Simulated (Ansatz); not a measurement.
**Zone-centre phonons of PbF₂ at 13.0 GPa: input and output**

Method: DFT PBE, scalar-relativistic, plane waves, PAW (Ansatz).

Launched with:
```bash
ansatz run input.yaml --threads 1 --pin off --max-ram 1228MiB --backend cpu --events-out ev --progress --plain --runs-dir out
```

Input (bare energies are in eV):
```yaml
crystal:
  lattice:
    - [0.0, 2.8634, 2.8634]
    - [2.8634, 0.0, 2.8634]
    - [2.8634, 2.8634, 0.0]
  atoms:
    - { symbol: Pb, position: [0.0, 0.0, 0.0] }
    - { symbol: F, position: [0.25, 0.25, 0.25] }
    - { symbol: F, position: [0.75, 0.75, 0.75] }
basis:
  ecutwfc: 420
kpoints:
  mp_grid: { grid: [8, 8, 8] }
hamiltonian:
  xc: pbe
scf:
  occupations: { method: fixed }
output:
  eigenvalues: true
phonons:
  method: dfpt
  dielectric: true
  rigid_motions: translations
  eigenvectors: true
```

Results section of the output:
```
--- Phonons (Γ-DFPT): 2 representative perturbations + reference, on 95 of 512 k-points (Σ response iterations 7) ---
  k mesh reduced under 4 symmetry operations, with k and −k counted as one. Each operation leaves every solved perturbation unchanged. A smaller set is not considered because the run solves the response ...
  ASR residual: 9.004e-5 → 0.000e0 eV/Å²; symmetrization residual: 2.277e-6 eV/Å²
  ASR residual per site (eV/Å²): 9.00e-5 4.99e-5 4.99e-5
  Γ frequencies (cm⁻¹): 0.00 0.00 0.00 172.61 172.61 172.61 299.14 299.14 299.14
  ε∞ (high-frequency dielectric tensor):
        3.447251    -0.000000     0.000000
        0.000000     3.447251     0.000000
        0.000000    -0.000000     3.447251
  ε⁰ (static dielectric tensor: ions relaxed, cell fixed):
       15.329271     0.000000    -0.000000
        0.000000    15.329271     0.000000
       -0.000000     0.000000    15.329271
  ε⁰ − ε∞ (ionic part):
       11.882019     0.000000    -0.000000
        0.000000    11.882019     0.000000
       -0.000000     0.000000    11.882019
  softest optical mode at Γ: 172.61 cm⁻¹; the repairs (sum rule, projections) moved no ω² at Γ by more than (1.00 cm⁻¹)²
  Born effective charges Z* (e; rows j = field, columns β = displacement):
    site 0:
         3.29350   -0.00000    0.00000
         0.00000    3.29350    0.00000
         0.00000    0.00000    3.29350
    site 1:
        -1.64675   -0.00000   -0.00000
         0.00000   -1.64675   -0.00000
        -0.00000   -0.00000   -1.64675
    site 2:
        -1.64675    0.00000    0.00000
        -0.00000   -1.64675    0.00000
        -0.00000   -0.00000   -1.64675
  Z* charge neutrality: 8.337e-5 e pre-enforcement
  k-mesh period / interband length: 32.4 Å / 1.25 Å = 25.95 at k = (0.0000, -0.5000, -0.5000), direct gap 4.532 eV — 14 or more, which is no proof of convergence
  optical modes at Γ without the LO–TO term, one row a degenerate level:
      ω (cm⁻¹) modes IR ((D/Å)²/amu)
        172.61      3            23.3817
        299.14      3             0.0000
  optical modes at Γ + LO–TO along q̂ = [1.0000, 0.0000, 0.0000]:
      ω (cm⁻¹) modes IR ((D/Å)²/amu)
        172.61      2            15.5878
        299.14      3             0.0000
        364.00      1             7.7939
  optical modes at Γ + LO–TO along q̂ = [0.0000, 1.0000, 0.0000]:
      ω (cm⁻¹) modes IR ((D/Å)²/amu)
        172.61      2            15.5878
        299.14      3             0.0000
        364.00      1             7.7939
  optical modes at Γ + LO–TO along q̂ = [0.0000, 0.0000, 1.0000]:
      ω (cm⁻¹) modes IR ((D/Å)²/amu)
        172.61      2            15.5878
        299.14      3             0.0000
        364.00      1             7.7939
```

The cell is the ideal cubic fluorite prototype; whether it is the stable structure of this composition wasn't checked. Spin–orbit coupling is left out, which matters for heavy elements.